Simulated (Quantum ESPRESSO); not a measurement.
## Be4Te3Se (changed cell): field gradients at the nuclei

```
CELL_PARAMETERS angstrom
      5.55158     0.00000     0.00000
      0.00000     5.55158     0.00000
      0.00000     0.00000     5.55158
ATOMIC_POSITIONS crystal
  Be 0.01033 0.01033 0.01033
  Se 0.25000 0.25000 0.25000
  Be 0.01033 0.48967 0.48967
  Te 0.25000 0.75000 0.75000
  Be 0.48967 0.01033 0.48967
  Te 0.75000 0.25000 0.75000
  Be 0.48967 0.48967 0.01033
  Te 0.75000 0.75000 0.25000
```
The cell was made here from a computed Materials Project entry: one of 4 Te replaced by Se, cell and atoms relaxed (PBE without dispersion, pw.x of a modified build of Quantum ESPRESSO, symmetry kept). The parent is BeTe in F-43m; whether this form has been observed was not checked. The swapped cell is a model, not a known phase. Stability against distortions was not tested.

Computed: field gradients by PBE PAW (JTH datasets; density from pw.x of Quantum ESPRESSO, gradients reconstructed from it by a script), 20 Ha, k-mesh 4×4×4 through Γ.

```tsv
site	site symmetry	Vzz (10²¹ V/m²)	η_Q	∣C_Q∣ (MHz)
Be (atoms 1, 3, 5, 7)	3m	under 0.2	–	under 0.25 (⁹Be)
Se (atom 2)	-43m	0	–	–
Te (atoms 4, 6, 8)	-42m	-4.51	0.00	–
```

Quadrupole moments taken as inputs (sizes, barn, from the tables of PySCF and pymatgen): ⁹Be 0.0529.

Convention: |Vzz| is the largest principal value, η_Q = (Vxx − Vyy)/Vzz, |C_Q| = |eQVzz/h|. Cores are frozen. Te had no test against all-electron runs. Spin–orbit coupling is left out, a limit on Te. The structure is static (0 K, no zero-point motion).
